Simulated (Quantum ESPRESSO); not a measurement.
## Zn3AlOF7 (one run as intended and one with a planted mistake)

A calculation, not a measurement. The program is pw.x of Quantum ESPRESSO 7.5 (plane-wave density functional theory). The cell is made up: 12 atoms on a rutile lattice, with randomly drawn elements, strain and displacements, not relaxed. PseudoDojo standard norm-conserving files (v0.5 for PBE, v0.4.1 for LDA and PBEsol) set the functional; there is no spin polarisation, spin-orbit coupling or dispersion term, and the masses in the input are unused placeholders.

Intended input:

```
&control calculation='scf', pseudo_dir='./dojo.nc.sr.pbe.v0_5.standard.upf', outdir='./o', disk_io='low', tprnfor=.true., tstress=.true. /
&system ibrav=0, nat=12, ntyp=4, nbnd=65, ecutwfc=84.00895049, nosym=.true., tot_charge=0,
 occupations='smearing', smearing='fd', degauss=0.0018374661
/
&electrons conv_thr=7.350e-09, electron_maxstep=60, /
ATOMIC_SPECIES
Al 1.0 Al.upf
F 1.0 F.upf
O 1.0 O.upf
Zn 1.0 Zn.upf
CELL_PARAMETERS angstrom
4.8399 -0.0502 -0.0147
-0.0502 4.7972 0.0086
-0.0196 0.0114 6.4458
ATOMIC_POSITIONS angstrom
Zn 0.0994 -0.0596 -0.0165
Zn 2.3667 2.3043 1.764
Zn -0.0737 0.0361 3.2531
Al 2.3014 2.5127 4.8101
O 1.566 1.4768 0.0267
F 3.3158 3.4 0.0749
F 3.7607 0.9918 1.6157
F 1.1077 3.8001 1.7002
F 1.4145 1.4399 3.178
F 3.2571 3.2399 3.1986
F 3.8938 0.9332 4.8997
F 1.0389 3.8928 4.8659
K_POINTS automatic
5 5 4 1 1 1
```

The log is shortened where brackets say so; the opening notice, blank lines, dates and the lines on written files are dropped, and the path of the files is cut. It prints rydbergs, bohrs and kilobars, and counts compression as positive stress. Where no state is partly filled, the Fermi energy that it prints is only some level between the filled and the empty states on the mesh, and need not lie in the true gap.

Log of the intended run:

```
     Program PWSCF v.7.5
     Parallel version (MPI & OpenMP), running on       4 processor cores
     Number of MPI processes:                 4
     Threads/MPI process:                     1
     [start-up lines left out]
     bravais-lattice index     =            0
     lattice parameter (alat)  =       9.1466  a.u.
     unit-cell volume          =    1009.8228 (a.u.)^3
     number of atoms/cell      =           12
     number of atomic types    =            4
     number of electrons       =       118.00
     number of Kohn-Sham states=           65
     kinetic-energy cutoff     =      84.0090  Ry
     charge density cutoff     =     336.0358  Ry
     scf convergence threshold =      7.3E-09
     mixing beta               =       0.7000
     number of iterations used =            8  plain     mixing
     Exchange-correlation= PBE
                           (   1   4   3   4   0   0   0)
     [axes and pseudopotential details left out]
   Cartesian axes
     site n.     atom                  positions (alat units)
         1        Zn     tau(   1) = (   0.0205364  -0.0123136  -0.0034090  )
         2        Zn     tau(   2) = (   0.4889692   0.4760771   0.3644491  )
         3        Zn     tau(   3) = (  -0.0152267   0.0074584   0.6721027  )
         4        Al     tau(   4) = (   0.4754779   0.5191333   0.9937848  )
         5        O      tau(   5) = (   0.3235415   0.3051125   0.0055163  )
         6        F      tau(   6) = (   0.6850568   0.7024528   0.0154746  )
         7        F      tau(   7) = (   0.7769748   0.2049096   0.3338097  )
         8        F      tau(   8) = (   0.2288550   0.7851150   0.3512677  )
         9        F      tau(   9) = (   0.2922410   0.2974888   0.6565868  )
        10        F      tau(  10) = (   0.6729291   0.6693756   0.6608428  )
        11        F      tau(  11) = (   0.8044738   0.1928026   1.0122965  )
        12        F      tau(  12) = (   0.2146407   0.8042672   1.0053133  )
     number of k points=    50  Fermi-Dirac smearing, width (Ry)=  0.0018
                       cart. coord. in units 2pi/alat
        k(    1) = (   0.1013471   0.1017880   0.0939913), wk =   0.0400000
        k(    2) = (   0.1019138   0.1014574   0.2817198), wk =   0.0400000
     [further k points left out]
     Dense  grid:   105117 G-vectors     FFT dimensions: (  54,  54,  72)
     Estimated max dynamical RAM per process >     344.27 MB
     Estimated total dynamical RAM >       1.27 GB
     Initial potential from superposition of free atoms
     starting charge     117.9971, renormalised to     118.0000
     Starting wfcs are   66 randomized atomic wfcs
     total cpu time spent up to now is        4.5 secs
     per-process dynamical memory:   275.0 Mb
     Self-consistent Calculation
     iteration #  1     ecut=    84.01 Ry     beta= 0.70
     Davidson diagonalization with overlap
     ethr =  1.00E-02,  avg # of iterations =  3.9
     total cpu time spent up to now is       15.3 secs
     total energy              =   -1636.82229532 Ry
     estimated scf accuracy    <       1.95077623 Ry
     iteration #  2     ecut=    84.01 Ry     beta= 0.70
     Davidson diagonalization with overlap
     ethr =  1.65E-03,  avg # of iterations =  3.3
     total cpu time spent up to now is       26.7 secs
     total energy              =   -1635.99651564 Ry
     estimated scf accuracy    <       7.90762238 Ry
     [iterations 3 to 10 left out]
     iteration # 11     ecut=    84.01 Ry     beta= 0.70
     Davidson diagonalization with overlap
     ethr =  1.63E-09,  avg # of iterations =  3.0
     total cpu time spent up to now is      118.7 secs
     total energy              =   -1637.74666358 Ry
     estimated scf accuracy    <       0.00000033 Ry
     iteration # 12     ecut=    84.01 Ry     beta= 0.70
     Davidson diagonalization with overlap
     ethr =  2.83E-10,  avg # of iterations =  2.1
     total cpu time spent up to now is      127.7 secs
     End of self-consistent calculation
     [lines on levels left out]
     the Fermi energy is     6.7879 ev
!    total energy              =   -1637.74666363 Ry
     estimated scf accuracy    <          4.9E-09 Ry
     smearing contrib. (-TS)   =      -0.00000000 Ry
     internal energy E=F+TS    =   -1637.74666363 Ry
     The total energy is F=E-TS. E is the sum of the following terms:
     one-electron contribution =   -1274.41599741 Ry
     hartree contribution      =     682.14206434 Ry
     xc contribution           =    -222.98778118 Ry
     ewald contribution        =    -822.48494937 Ry
     convergence has been achieved in  12 iterations
     Forces acting on atoms (cartesian axes, Ry/au):
     atom    1 type  4   force =     0.03214383    0.06033869    0.05094563
     atom    2 type  4   force =    -0.02893118   -0.02180975   -0.15825775
     atom    3 type  4   force =     0.00166742    0.01569356   -0.03831797
     atom    4 type  1   force =    -0.02610848   -0.06830720    0.12630743
     atom    5 type  3   force =    -0.00389092    0.02368746   -0.08900514
     atom    6 type  2   force =     0.01461723    0.00057882   -0.06894402
     atom    7 type  2   force =     0.05999033   -0.05194709    0.03734214
     atom    8 type  2   force =    -0.05914136    0.04409817    0.02482375
     atom    9 type  2   force =    -0.00393786    0.00596942    0.09819416
     atom   10 type  2   force =     0.01077539    0.01166176    0.11146969
     atom   11 type  2   force =    -0.02440279    0.02137848   -0.04857993
     atom   12 type  2   force =     0.02721838   -0.04134234   -0.04597798
     Total force =     0.337949     Total SCF correction =     0.000237
     Computing stress (Cartesian axis) and pressure
          total   stress  (Ry/bohr**3)                   (kbar)     P=      -66.23
  -0.00030580  -0.00006781   0.00003256          -44.98       -9.98        4.79
  -0.00006781  -0.00036097   0.00007790           -9.98      -53.10       11.46
   0.00003256   0.00007790  -0.00068392            4.79       11.46     -100.61
     init_run     :      4.26s CPU      4.44s WALL (       1 calls)
     electrons    :    122.78s CPU    123.26s WALL (       1 calls)
     forces       :      2.05s CPU      2.06s WALL (       1 calls)
     stress       :      6.30s CPU      6.42s WALL (       1 calls)
     [timing details left out]
     PWSCF        :   2m15.53s CPU   2m16.38s WALL
     JOB DONE.
```

A second run has one planted mistake: the smearing is too wide. The input lines that differ, file-writing options aside:

```
- &system ibrav=0, nat=12, ntyp=4, nbnd=65, ecutwfc=84.00895049, nosym=.true., tot_charge=0,
+ &system ibrav=0, nat=12, ntyp=4, nbnd=83, ecutwfc=84.00895049, nosym=.true., tot_charge=0,
-  occupations='smearing', smearing='fd', degauss=0.0018374661
+  occupations='smearing', smearing='fd', degauss=0.0411592408
```

Its log:

```
     Program PWSCF v.7.5
     Parallel version (MPI & OpenMP), running on       4 processor cores
     Number of MPI processes:                 4
     Threads/MPI process:                     1
     [start-up lines left out]
     bravais-lattice index     =            0
     lattice parameter (alat)  =       9.1466  a.u.
     unit-cell volume          =    1009.8228 (a.u.)^3
     number of atoms/cell      =           12
     number of atomic types    =            4
     number of electrons       =       118.00
     number of Kohn-Sham states=           83
     kinetic-energy cutoff     =      84.0090  Ry
     charge density cutoff     =     336.0358  Ry
     scf convergence threshold =      7.3E-09
     mixing beta               =       0.7000
     number of iterations used =            8  plain     mixing
     Exchange-correlation= PBE
                           (   1   4   3   4   0   0   0)
     [axes and pseudopotential details left out]
   Cartesian axes
     site n.     atom                  positions (alat units)
         1        Zn     tau(   1) = (   0.0205364  -0.0123136  -0.0034090  )
         2        Zn     tau(   2) = (   0.4889692   0.4760771   0.3644491  )
         3        Zn     tau(   3) = (  -0.0152267   0.0074584   0.6721027  )
         4        Al     tau(   4) = (   0.4754779   0.5191333   0.9937848  )
         5        O      tau(   5) = (   0.3235415   0.3051125   0.0055163  )
         6        F      tau(   6) = (   0.6850568   0.7024528   0.0154746  )
         7        F      tau(   7) = (   0.7769748   0.2049096   0.3338097  )
         8        F      tau(   8) = (   0.2288550   0.7851150   0.3512677  )
         9        F      tau(   9) = (   0.2922410   0.2974888   0.6565868  )
        10        F      tau(  10) = (   0.6729291   0.6693756   0.6608428  )
        11        F      tau(  11) = (   0.8044738   0.1928026   1.0122965  )
        12        F      tau(  12) = (   0.2146407   0.8042672   1.0053133  )
     number of k points=    50  Fermi-Dirac smearing, width (Ry)=  0.0412
                       cart. coord. in units 2pi/alat
        k(    1) = (   0.1013471   0.1017880   0.0939913), wk =   0.0400000
        k(    2) = (   0.1019138   0.1014574   0.2817198), wk =   0.0400000
     [further k points left out]
     Dense  grid:   105117 G-vectors     FFT dimensions: (  54,  54,  72)
     Estimated max dynamical RAM per process >     409.73 MB
     Estimated total dynamical RAM >       1.53 GB
     Initial potential from superposition of free atoms
     starting charge     117.9971, renormalised to     118.0000
     Starting wfcs are   66 randomized atomic wfcs +   17 random wfcs
     total cpu time spent up to now is        5.1 secs
     per-process dynamical memory:   327.0 Mb
     Self-consistent Calculation
     iteration #  1     ecut=    84.01 Ry     beta= 0.70
     Davidson diagonalization with overlap
     ethr =  1.00E-02,  avg # of iterations =  6.1
     total cpu time spent up to now is       20.6 secs
     total energy              =   -1636.89650544 Ry
     estimated scf accuracy    <       1.85732476 Ry
     iteration #  2     ecut=    84.01 Ry     beta= 0.70
     Davidson diagonalization with overlap
     ethr =  1.57E-03,  avg # of iterations =  2.1
     total cpu time spent up to now is       35.4 secs
     total energy              =   -1636.17758569 Ry
     estimated scf accuracy    <       7.34986570 Ry
     [iterations 3 to 10 left out]
     iteration # 11     ecut=    84.01 Ry     beta= 0.70
     Davidson diagonalization with overlap
     ethr =  1.46E-10,  avg # of iterations =  2.0
     total cpu time spent up to now is      161.1 secs
     total energy              =   -1637.77122443 Ry
     estimated scf accuracy    <          9.0E-09 Ry
     iteration # 12     ecut=    84.01 Ry     beta= 0.70
     Davidson diagonalization with overlap
     ethr =  7.65E-12,  avg # of iterations =  2.0
     total cpu time spent up to now is      176.0 secs
     End of self-consistent calculation
     [lines on levels left out]
     the Fermi energy is     7.1660 ev
!    total energy              =   -1637.77122443 Ry
     estimated scf accuracy    <          2.7E-09 Ry
     smearing contrib. (-TS)   =      -0.06666723 Ry
     internal energy E=F+TS    =   -1637.70455721 Ry
     The total energy is F=E-TS. E is the sum of the following terms:
     one-electron contribution =   -1274.39139396 Ry
     hartree contribution      =     682.13504811 Ry
     xc contribution           =    -222.96326198 Ry
     ewald contribution        =    -822.48494937 Ry
     convergence has been achieved in  12 iterations
     Forces acting on atoms (cartesian axes, Ry/au):
     atom    1 type  4   force =     0.02496726    0.05301419    0.04926623
     atom    2 type  4   force =    -0.02358903   -0.01680556   -0.14484052
     atom    3 type  4   force =    -0.00098864    0.01241134   -0.03643006
     atom    4 type  1   force =    -0.01640308   -0.05887261    0.10874848
     atom    5 type  3   force =    -0.00520304    0.02128263   -0.08165687
     atom    6 type  2   force =     0.01121459   -0.00221111   -0.06415174
     atom    7 type  2   force =     0.05606463   -0.04758184    0.02844112
     atom    8 type  2   force =    -0.05498592    0.04065011    0.01609092
     atom    9 type  2   force =    -0.00392342    0.00577814    0.09542779
     atom   10 type  2   force =     0.00995883    0.01081027    0.10354658
     atom   11 type  2   force =    -0.02516580    0.02347048   -0.03818912
     atom   12 type  2   force =     0.02805361   -0.04194604   -0.03625281
     Total force =     0.306372     Total SCF correction =     0.000219
     Computing stress (Cartesian axis) and pressure
          total   stress  (Ry/bohr**3)                   (kbar)     P=      -52.82
  -0.00023467  -0.00003544   0.00001869          -34.52       -5.21        2.75
  -0.00003544  -0.00028136   0.00006537           -5.21      -41.39        9.62
   0.00001869   0.00006537  -0.00056117            2.75        9.62      -82.55
     init_run     :      4.69s CPU      4.90s WALL (       1 calls)
     electrons    :    167.35s CPU    171.01s WALL (       1 calls)
     forces       :      2.30s CPU      2.32s WALL (       1 calls)
     stress       :      7.21s CPU      7.36s WALL (       1 calls)
     [timing details left out]
     PWSCF        :   3m 1.76s CPU   3m 5.92s WALL
     JOB DONE.
```

```
                                            intended run  run with the mistake
                          free energy (eV)    -22282.679            -22283.013
                    smearing term -TS (eV)        0.0000               -0.9071
                            pressure (GPa)         -6.62                 -5.28
            largest force component (eV/Å)         4.069                 3.724
largest change of a force component (eV/Å)                               0.451
                                iterations            12                    12
```

For scale, a rerun of the intended cell at 1437 eV and a 7 x 7 x 6 mesh moved values by no more than 0.004 eV in energy, 0.02 GPa in stress and 0.002 eV/Å in force. The number of bands, nbnd, was set by rule from the electron count and the smearing, so it follows the mistake.